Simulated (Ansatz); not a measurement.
## Phonons of CeC in the CsCl-type structure

Computed with Ansatz (plane waves, PAW, 420 eV cutoff): PBEsol, scalar-relativistic, no spin polarisation, Gaussian smearing of 0.15 eV. The datasets are Ansatz's generated set soft_2.

```yaml
crystal:
  lattice:
    - [3.05474, 0.00000, 0.00000]
    - [0.00000, 3.05474, 0.00000]
    - [0.00000, 0.00000, 3.05474]
  atoms:
    - { symbol: Ce, position: [0.00000, 0.00000, 0.00000] }
    - { symbol: C, position: [0.50000, 0.50000, 0.50000] }
```

The cell came from substitution into a structure type; whether the compound takes it is for experiment to say.

Force constants come from finite displacements in a 3×3×3 supercell (the unit cell's 12×12×12 k-mesh, folded to it); the long-range dipole term is not included. Points in reciprocal vectors of this cell: Γ = (0.000, 0.000, 0.000), X = (0.000, 0.500, 0.000), M = (0.500, 0.500, 0.000), R = (0.500, 0.500, 0.500).

Problem. Is the structure dynamically stable along this path, and where does the spectrum end?

Solution. No: a branch is imaginary, down to 137i cm⁻¹ at M. The highest frequency is 546 cm⁻¹, at X. Points that don't fit the supercell are interpolated.

Frequencies at the named points (cm⁻¹, imaginary ones negative):
```
point                   ω (cm⁻¹)
    Γ          -60 -60 -60 0 0 0
    X  -109 -109 105 251 251 546
    M   -137 116 116 243 426 426
    R       91 91 91 423 423 423
```

The crystal is a metal or nearly so; low and unstable modes depend on mesh and smearing.

Run time: 8.8 min on 4 threads of Arm Neoverse V1 (shared host), peak memory 6.2 GiB.

For elements this heavy, spin–orbit coupling would shift levels and gaps; it isn't included here. Spin polarisation wasn't allowed in this run, so with an open shell this may not be the ground state.
